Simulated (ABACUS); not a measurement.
A self-consistent single point of Mg₄Te₃Se (Pm, 8 atoms in the cell; from Materials Project mp-1222094, changed as shown).

```yaml
crystal:
  lattice:
    - [4.57085, 0.00000, 0.00000]
    - [0.00000, 4.57085, 0.00000]
    - [0.00000, 0.00000, 12.87310]
  atoms:
    - { symbol: Mg, position: [0.50000, 0.00000, 0.60787] }
    - { symbol: Mg, position: [0.00000, 0.50000, 0.39213] }
    - { symbol: Mg, position: [0.50000, 0.00000, 0.13068] }
    - { symbol: Mg, position: [0.00000, 0.50000, 0.86932] }
    - { symbol: Te, position: [0.50000, 0.50000, 0.26162] }
    - { symbol: Te, position: [0.50000, 0.50000, 0.73838] }
    - { symbol: Te, position: [0.00000, 0.01750, 0.00000] }
    - { symbol: Se, position: [0.00000, 0.00000, 0.50000] }
```

All values come from this method and carry its errors: PBEsol, PseudoDojo 0.4 standard norm-conserving PBEsol (tails mended) pseudopotentials (plane waves; ABACUS 3.10.1).

ABACUS settings:

* **KPT**: MP 3 3 1 0 0 0
* **basis_type**: pw
* **dft_functional**: PBESOL
* **ecutwfc**: 86 Ry
* **smearing_method**: fixed
* **potentials**: PseudoDojo 0.4 standard norm-conserving PBEsol (tails mended)
* **symmetry**: 1
* **symmetry_prec**: 1e-05
* **ks_solver**: dav_subspace
* **scf_nmax**: 100
* **scf_thr**: 1.0e-09 Ry
* **mixing_type**: pulay
* **mixing_beta**: 0.7

Question: Estimate, at this level of theory: pressure and largest force (vector length).

Answer: The run gave:

* **Pressure**: -2.12 GPa
* **Largest force (vector length)**: 0.322 eV/Å

For comparison: a first run was changed to give this one (atom 7 moved by +0.08 angstrom along y), and from it to this one the free energy rises by 1.6 meV/atom, the pressure moves little (-2.14 to -2.12 GPa) and the largest force goes from 0.045 to 0.322 eV/Å.

Spin-orbit coupling is left out, which matters for bands and gaps with elements this heavy. The structure comes from a collection of computed structures, made at another level of theory; the collection holds predicted forms beside known ones. Its lattice was then scaled.

Cost on one core: about 60 core-seconds (a rough figure).

“Tails mended”: in these copies of the files the far tail of each local potential was reset to the Coulomb form.
